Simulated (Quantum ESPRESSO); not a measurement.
## Band energies of Bi$_{2}$TeSe$_{2}$ monolayer

```
Bi2TeSe2
1.0
    4.19683     0.00000     0.00000
   -2.09842     3.63456     0.00000
    0.00000     0.00000    23.60000
Se Te Bi
2 1 2
Direct
  0.66667   0.33333   0.15306
  0.33333   0.66667   0.84694
  0.00000   0.00000   0.00000
  0.66667   0.33333   0.91100
  0.33333   0.66667   0.08900
```

norm-conserving PBEsol (Quantum ESPRESSO, 86 Ry, without SOC); path ΓMKΓ; energies in eV from the valence-band maximum.

```
k (1/Å)  point  band 35  band 36  band 37  band 38  band 39  band 40  band 41  band 42
-------  -----  -------  -------  -------  -------  -------  -------  -------  -------
0.00         Γ    -1.23    -0.68    -0.53    -0.18    -0.18     1.10     1.95     1.95
0.22              -1.42    -1.11    -0.20    -0.20    -0.08     1.34     2.18     2.22
0.43              -1.82    -1.19    -0.88    -0.32    -0.08     1.62     2.46     2.50
0.65              -2.16    -1.62    -0.96    -0.49    -0.48     1.61     2.63     2.68
0.86         M    -2.29    -1.72    -1.01    -0.63    -0.55     1.57     2.65     2.65
1.11              -2.33    -2.24    -0.98    -0.53    -0.34     2.23     2.36     2.81
1.36         K    -2.37    -2.37    -1.16    -0.39    -0.39     2.38     2.77     2.77
1.51              -2.68    -2.12    -1.03    -0.51    -0.29     2.44     2.60     2.74
1.65              -2.71    -1.91    -0.82    -0.55    -0.20     2.34     2.56     2.60
1.79              -2.20    -1.72    -0.71    -0.36    -0.15     2.02     2.55     2.60
1.93              -1.70    -1.43    -0.69    -0.12    -0.09     1.75     2.42     2.49
2.08              -1.40    -1.13    -0.50    -0.11     0.00     1.69     1.91     2.27
2.22              -1.31    -0.78    -0.29    -0.26    -0.14     1.56     1.61     2.09
2.36         Γ    -1.23    -0.68    -0.53    -0.18    -0.18     1.10     1.95     1.95
```

The PBEsol gap is indirect, 1.10 eV, from 71 % of the way from K to Γ to Γ; the smallest direct gap is 1.28 eV. The valence-band maximum lies 5.94 eV below the vacuum level.

Spin-orbit coupling is left out; with 6p states at a band edge it can lower the gap by many tenths of an eV, most of a small gap.

Geometry relaxed with PBEsol.

This is a model layer cut from the bulk structure; whether it is stable on its own was not checked.
